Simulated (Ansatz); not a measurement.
BaS (rock salt, Fm-3m), DFT-PBEsol in the program Ansatz with PAW potentials. The conduction-band minimum lies at X, with 3 equivalent valleys. Second derivatives d²E/dk² of the lowest band at one valley (eV·Å²), along Cartesian directions:

```json
[
 {"direction": "[100]", "d²E/dk²": "5.981"},
 {"direction": "[010]", "d²E/dk²": "23.92"},
 {"direction": "[001]", "d²E/dk²": "23.92"},
 {"direction": "[110]", "d²E/dk²": "14.95"},
 {"direction": "[101]", "d²E/dk²": "14.95"},
 {"direction": "[011]", "d²E/dk²": "23.91"}
]
```

### Question
Find the principal effective masses, the density-of-states mass and the conductivity mass.

### Answer
Off-diagonal terms follow from H_xy = H[110] − (H_xx + H_yy)/2, and m*/mₑ = 7.620 eV·Å² over each eigenvalue: 0.32, 0.32, 1.3. One valley's DOS mass (m₁m₂m₃)^(1/3) = 0.51, conductivity mass 3/(Σ 1/mᵢ) = 0.42 mₑ.

### Question
What effective density of states Nc follows at 300 K for parabolic valleys?

### Answer
Nc = 2.509e19 × 3 × (0.51)^(3/2) ≈ 2.7e19 cm⁻³.

The PBEsol relaxation kept the symmetry of its start. Spin–orbit coupling is left out wherever it is not named.

Potentials: the later of the program's two PAW sets.

Edges and masses are those of Kohn–Sham bands, whose gap is no quasiparticle gap.
